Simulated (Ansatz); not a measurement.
Se:
```
Se
1.0
    4.52804     0.00000     0.00000
   -2.26402     3.92140     0.00000
    0.00000     0.00000     5.04320
Se
3
Cartesian
  0.98930   0.00000   4.20267
 -0.49465   0.85676   0.84053
  1.76937   3.06464   2.52160
```

Relaxed with PBE. Special points in fractions of this cell's reciprocal vectors: Γ (0.000, 0.000, 0.000); M (0.500, 0.000, 0.000); K (0.333, 0.333, 0.000); A (0.000, 0.000, 0.500); L (0.500, 0.000, 0.500); H (0.333, 0.333, 0.500).

Q: List the band energies nearest the valence-band maximum at these points for the program Ansatz at the PBE level (PAW).

A: In eV from the valence-band maximum; about four levels below and three above (degenerate sets whole), none deeper than 8.9 eV; points with the same levels are listed once.

```json
[
 {"k": "Γ", "below": "-3.42 -1.84 -1.84 -0.31", "above": "1.94 1.94 2.30"},
 {"k": "M", "below": "-3.08 -2.58 -1.69 -0.86", "above": "2.01 2.43 3.84"},
 {"k": "K", "below": "-2.53 -2.53 -2.49 -1.28", "above": "2.92 2.92 3.58"},
 {"k": "A", "below": "-3.23 -3.23 -1.32 -1.32 -0.94", "above": "1.35 1.39 1.39"},
 {"k": "L", "below": "-3.95 -1.56 -1.11 0.00", "above": "1.56 2.64 2.94"},
 {"k": "H", "below": "-4.47 -4.47 -0.86 -0.22 -0.22", "above": "1.04 2.74 2.74"}
]
```

Space group P3_121 (trigonal Se type). Symmetry was held in the PBE relaxation. A crystal of weakly bound chains computed without a dispersion correction: the cell and the soft elastic constants depend strongly on that. Spin–orbit coupling is left out wherever it is not named.

Potentials: the later of the program's two PAW sets.
